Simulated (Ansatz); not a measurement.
Cu started on a Ti site and Cu started on a Ti site, 6.65 Å apart on the ideal sites in cubic perovskite CaTiO3, 40 atoms, charge 0

Computed with Ansatz, DFT, PBEsol, PAW, plane waves.

Command:

```sh
ansatz run in.yaml --threads 7 --pin off --max-ram 13300MiB --runs-dir r --events-out ev --progress --plain
```

The input less its lattice and atoms (starting moments on atoms near the defect: 4 μB in all):

```yaml
crystal:
  symmetry: { detect: false }
kpoints:
  mp_grid: { grid: [1, 1, 1], shift: [0.25, 0.25, 0.25] }
hamiltonian:
  xc: pbesol
magnetization:
  spin_polarized: true
scf:
  occupations: { method: fermi_dirac, width: 0.01 }
relax:
  f_tol: 0.03
  max_steps: 80
  escape_saddle: false
  adjacent_minimum: "off"
output:
  forces: true
  eigenvalues: true
  populations: true
```

Start:

```xyz
40
Lattice="7.6826 0.0000 0.0000 0.0000 7.6826 0.0000 0.0000 0.0000 7.6826" Properties=species:S:1:pos:R:3 pbc="T T T"
Ca    7.6317    7.6689    0.0235
Ca    0.0122    7.6810    3.8214
Ca    0.0187    3.8222    0.0110
Ca    7.6636    3.8119    3.8756
Ca    3.8405    0.0002    7.6753
Ca    3.8617    7.6652    3.8216
Ca    3.8190    3.8401    0.0182
Ca    3.8443    3.8255    3.8404
Cu    1.9072    1.9096    1.9310
Cu    5.7810    5.7223    5.7757
Ti    1.9094    1.9165    5.7407
Ti    1.9305    5.7368    1.9684
Ti    1.9210    5.7665    5.7223
Ti    5.7783    1.9152    1.9117
Ti    5.7498    1.9157    5.7420
Ti    5.7516    5.7644    1.9056
O     1.9345    1.9116    7.6741
O     1.9160    1.8933    3.8556
O     1.9063    5.7485    7.6749
O     1.9359    5.7645    3.8325
O     5.7895    1.9312    7.6731
O     5.7697    1.9386    3.8400
O     5.7599    5.7726    7.6643
O     5.7514    5.7563    3.8386
O     0.0098    1.9547    1.9251
O     0.0065    1.9085    5.7728
O     0.0169    5.7724    1.9524
O     7.6786    5.7879    5.7926
O     3.8385    1.8875    1.9329
O     3.8289    1.9336    5.7206
O     3.8380    5.7663    1.9273
O     3.8506    5.7807    5.7916
O     1.8977    7.6724    1.9407
O     1.8952    0.0173    5.7709
O     1.9120    3.8183    1.9185
O     1.9040    3.8518    5.7542
O     5.7588    0.0047    1.8837
O     5.7931    0.0262    5.7548
O     5.7676    3.8817    1.9370
O     5.7498    3.8509    5.7782
```

Steps:

| step | energy less the first (eV) | largest force component (eV/Å) |
| --- | --- | --- |
| start | 0.000 | 1.410 |
| 1 | -0.139 | 0.655 |
| 2 | -0.339 | 0.560 |
| 3 | -0.665 | 1.907 |
| 4 | -1.464 | 1.938 |
| 5 | -2.310 | 0.387 |
| 6 | -2.549 | 0.395 |
| 7 | -2.627 | 0.265 |
| 8 | -2.649 | 0.101 |
| 9 | -2.665 | 0.057 |
| 10 | -2.670 | 0.062 |
| 11 | -2.673 | 0.076 |
| 12 | -2.677 | 0.042 |
| 13 | -2.678 | 0.033 |
| 14 | -2.679 | 0.031 |
| 15 | -2.679 | 0.035 |
| 16 | -2.679 | 0.007 |

A structure on the way, about -0.34 eV from the start:

```xyz
40
Lattice="7.6826 0.0000 0.0000 0.0000 7.6826 0.0000 0.0000 0.0000 7.6826" Properties=species:S:1:pos:R:3 pbc="T T T"
Ca    7.6624    7.6294    7.6331
Ca    7.6630    7.6662    3.8222
Ca    7.6573    3.7957    7.6724
Ca    7.6445    3.7928    3.8537
Ca    3.8002    7.6767    7.6796
Ca    3.8301    7.6725    3.8258
Ca    3.8374    3.7943    7.6658
Ca    3.8678    3.7775    3.8568
Cu    1.9260    1.9125    1.9113
Cu    5.7584    5.7907    5.7576
Ti    1.9185    1.9178    5.7676
Ti    1.9121    5.7558    1.8952
Ti    1.9302    5.7545    5.7671
Ti    5.7512    1.9188    1.9186
Ti    5.7574    1.9111    5.7699
Ti    5.7595    5.7651    1.9228
O     2.0106    1.9559    7.6812
O     1.8660    1.8789    3.8466
O     1.8550    5.7410    0.0055
O     1.9815    5.7965    3.8276
O     5.6958    1.9432    0.0051
O     5.8205    1.9405    3.8443
O     5.8506    5.8049    7.6761
O     5.6783    5.7866    3.8711
O     0.0038    2.0265    1.8715
O     0.0036    1.9538    5.8327
O     7.6760    5.6897    1.9875
O     7.6799    5.7612    5.7022
O     3.8338    1.8468    2.0082
O     3.8440    1.9102    5.7012
O     3.8457    5.8542    1.8487
O     3.8681    5.7788    5.8500
O     1.8312    0.0220    1.8551
O     1.9231    7.6801    5.8117
O     2.0101    3.8132    1.9438
O     1.9546    3.8473    5.7567
O     5.8401    0.0094    1.9721
O     5.8065    0.0091    5.7604
O     5.6723    3.8552    1.9503
O     5.7502    3.8397    5.7445
```

End:

```xyz
40
Lattice="7.6826 0.0000 0.0000 0.0000 7.6826 0.0000 0.0000 0.0000 7.6826" Properties=species:S:1:pos:R:3 pbc="T T T"
Ca    7.5752    0.1862    7.6542
Ca    0.1069    7.4920    3.8382
Ca    7.5104    3.9795    7.6075
Ca    0.2087    3.6909    3.7860
Ca    3.6279    0.1464    0.0544
Ca    4.0109    7.5396    3.9198
Ca    3.7320    4.0276    0.0061
Ca    3.9469    3.6544    3.8736
Cu    1.9193    1.9193    1.9216
Cu    5.7612    5.7602    5.7634
Ti    1.9183    1.9186    5.7623
Ti    1.9185    5.7602    1.9214
Ti    1.9192    5.7594    5.7622
Ti    5.7571    1.9166    1.9221
Ti    5.7608    1.9191    5.7623
Ti    5.7603    5.7598    1.9203
O     2.3064    2.1600    7.6749
O     1.5330    1.6782    3.8519
O     1.7150    5.3988    0.0022
O     2.1253    6.1224    3.8423
O     5.5531    1.5843    0.0206
O     5.9676    2.2551    3.8256
O     6.1540    5.9643    7.6457
O     5.3692    5.5572    3.8820
O     0.0378    2.2274    1.5945
O     0.0049    2.2172    6.0441
O     7.6550    5.4892    2.2077
O     0.0186    5.4179    5.4400
O     3.8035    1.6138    2.2502
O     3.8344    1.6209    5.4836
O     3.8693    6.0334    1.6371
O     3.8210    6.1024    6.0860
O     1.6106    7.6324    1.5654
O     1.6252    7.6820    6.0565
O     2.2305    3.8896    2.2780
O     2.2145    3.8390    5.4706
O     6.0328    0.0027    2.2024
O     6.1012    0.0431    5.4548
O     5.4922    3.8370    1.6428
O     5.4210    3.7954    6.0739
```

Self-consistency was reached.

Time: 2.7 min of wall time on 7 threads of a Neoverse-V2 processor, on a host shared with other runs; peak host memory 1.5 GiB.

Q: How much energy did the relaxation gain, and which atom moved most?

A: 2.68 eV in 16 steps, from a start with small random displacements (the gain also holds any tilting of the ideal host); atom 28 (O) moved 0.51 Å, the median atom 0.39 Å (drift of the whole cell removed).

The moment started at 4 μB and ended at 2.0 μB; no other spin state is shown. The one k point has no symmetry partners, which can distort the end along one axis.
